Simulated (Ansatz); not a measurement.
## Fe2As in Ansatz, single run

The input file (Ansatz 0.2.0, plane waves):

```yaml
crystal:
  lattice:
    - [3.647959, 0.0, 0.0]
    - [0.0, 3.647959, 0.0]
    - [0.0, 0.0, 6.007516]
  atoms:
    - { symbol: Fe, position: [0.0, 0.0, 0.0] }
    - { symbol: Fe, position: [0.5, 0.5, 0.0] }
    - { symbol: Fe, position: [0.0, 0.5, 0.33] }
    - { symbol: Fe, position: [0.5, 0.0, 0.67] }
    - { symbol: As, position: [0.0, 0.5, 0.735] }
    - { symbol: As, position: [0.5, 0.0, 0.265] }
  symmetry: { tolerance: 0.0003 }
kpoints:
  mp_grid: { grid: [5, 5, 3], shift: [0, 0, 0] }
magnetization:
  spin_polarized: false
scf:
  occupations: { method: fermi_dirac, width: 0.0998 }
  lower_state_search: standard
hamiltonian:
  pseudopotentials: { kind: paw }
  xc: r2scan
basis:
  ecutwfc: 500
  xc_grid: 1
output:
  forces: true
  stress: true
  eigenvalues: true
  write_density: true
  write_potential: true
  elf: true
  volumetric_format: npy
```

Run with:

```bash
ansatz run input.yaml --threads 1 --pin off --max-ram 2560MiB --backend cpu --events-out ev --progress --plain --runs-dir out
```

Origin of the cell: a database entry, scaled a little.

Output (shortened):

```
Pseudopotentials: kind: paw
Pseudopotential: Fe, paw, valence charge 16, recommended cutoff 500 eV (meta_gga), Fe.paw.azcp
Pseudopotential: As, paw, valence charge 15, recommended cutoff 500 eV (meta_gga), As.paw.azcp
Functional definition: r2SCAN
  exchange = r2scan_x(k0 = k0, k1 = k1, a1 = a1)
  correlation = r2scan_c
Crystal: 6 atoms, lattice volume = 79.946 Å³
Basis set: ecut = 500 eV, 2045 PW (Γ)
Bands: 57, of which v1, the nominal top of the filled ones, is band 47 counted from 1 (46 counted from 0)
Symmetry: 16 space group operations
Space group: P4/nmm (ITA 129), of the structure as read, at distance tolerance 1.3e-3 Å
[… 7 lines left out …]
Initial density: superposition of atomic densities (neutral atoms: chi_scale 0, normalization atom), corrected by the library's trained network
Functional: x = r2scan, c = r2scan; τ floored in thin density (d = 2e-4 eV/Å³)
SCF iter   1: F=-27669.585437 eV  HF=-27669.378725 eV  Δρ=8.05e-3  dr2=5.02e-2  dr2_τ=1.37e-1
SCF iter   2: F=-27668.477208 eV  HF=-27669.674022 eV  Δρ=3.65e-2  dr2=1.26e0  dr2_τ=1.35e-2  defer=1
SCF iter   3: F=-27667.618840 eV  HF=-27669.691034 eV  Δρ=4.46e-2  dr2=2.15e0  dr2_τ=1.96e-2  defer=1
SCF iter   4: F=-27668.849697 eV  HF=-27669.660766 eV  Δρ=2.79e-2  dr2=8.45e-1  dr2_τ=9.70e-3  defer=1
SCF iter   5: F=-27669.632953 eV  HF=-27669.645845 eV  Δρ=4.20e-3  dr2=1.69e-2  dr2_τ=4.86e-4  defer=1
SCF iter   6: F=-27669.643328 eV  HF=-27669.645983 eV  Δρ=1.80e-3  dr2=3.78e-3  dr2_τ=2.95e-5  defer=1
SCF iter   7: F=-27669.643015 eV  HF=-27669.646290 eV  Δρ=1.67e-3  dr2=3.71e-3  dr2_τ=2.94e-5  defer=1
SCF iter   8: F=-27669.646004 eV  HF=-27669.646273 eV  Δρ=7.98e-4  dr2=3.73e-4  dr2_τ=6.88e-6  defer=1
SCF iter   9: F=-27669.646243 eV  HF=-27669.646269 eV  Δρ=2.12e-4  dr2=4.29e-5  dr2_τ=7.79e-7  defer=1
SCF iter  10: F=-27669.646241 eV  HF=-27669.646254 eV  Δρ=1.26e-4  dr2=1.56e-5  dr2_τ=1.95e-7  defer=1
SCF iter  11: F=-27669.646251 eV  HF=-27669.646255 eV  Δρ=6.49e-5  dr2=4.31e-6  dr2_τ=5.02e-8  defer=1
SCF iter  12: F=-27669.646255 eV  HF=-27669.646255 eV  Δρ=1.30e-5  dr2=1.43e-7  dr2_τ=2.44e-9  defer=1
SCF iter  13: F=-27669.646255 eV  HF=-27669.646255 eV  Δρ=4.81e-6  dr2=9.15e-9  dr2_τ=3.94e-10
SCF 1 converged in 13 iterations: F = -27669.646255 eV  dr2 = 9.15e-9
SCF converged after 13 iterations
Free energy (F): -27669.646255 eV
Harris-Foulkes:  -27669.646255 eV  (|F-HF|=4.47e-8)
Internal energy: -27669.227517 eV  (E = F + TS)
E sigma→0 (E₀):  -27669.436886 eV
Entropy (-TS):   -0.418738 eV (-69.790 meV/atom)
Fermi energy:    16.571696 eV
--- Per-component energies (eV) ---
  E_band       = -1357.283318
  E_kinetic    = 1616.739996
  E_local      = -12005.202162  (includes V_loc(G=0)·N_el)
  E_nonlocal   = -449.938428
  E_hartree    = 5556.787774
  E_xc         = -600.023234
  E_vxc        = -839.548711  (∫ρ·V_xc dr)
  E_paw        = -9211.602974  (= ΣΔE_a)
  E_vpaw       = -849.986638  (= ΣTr[D̂ρ^β])
  E_aug_tail   = 0.001039  (compensation charges beyond the density's cutoff)
  E_vtau       = 57.073006  (kinetic-family band-sum trace: ∫τ·v_τ [+ j·A + Jᵃ·Aᵃ] dr)
  E_ewald      = -12571.916812
  E_core_change = -4.072715  (= ΣΔE_core)
  E_smearing   = -0.418738  (= −TS)
  Σ components = -27669.646255   (vs F -27669.646255, Δ=0.00e0)
--- Forces (eV/Å), atoms counted from 1 ---
  atom   1  Fe     0.000000     0.000000    -0.000000
  atom   2  Fe     0.000000     0.000000    -0.000000
  atom   3  Fe     0.000000     0.000000     0.002184
  atom   4  Fe     0.000000     0.000000    -0.002184
  atom   5  As     0.000000     0.000000     0.055541
  atom   6  As     0.000000     0.000000    -0.055541
  max |Σ_I F_I| component: 1.39e-17 eV/Å
--- Stress (GPa, compression-positive) ---
      -16.458773       0.000000       0.000000
        0.000000     -16.458773       0.000000
        0.000000       0.000000     -25.120492
  P = ⅓ Tr σ = -19.3460 GPa (-193.460 kbar)
```

Caveats: no spin polarisation, so a magnetic state may lie lower; the k mesh is coarse if the cell is a metal.

Time: 11 s on 1 thread of Arm Neoverse V2 (shared host), peak memory 0.39 GiB, from the program's own first density.
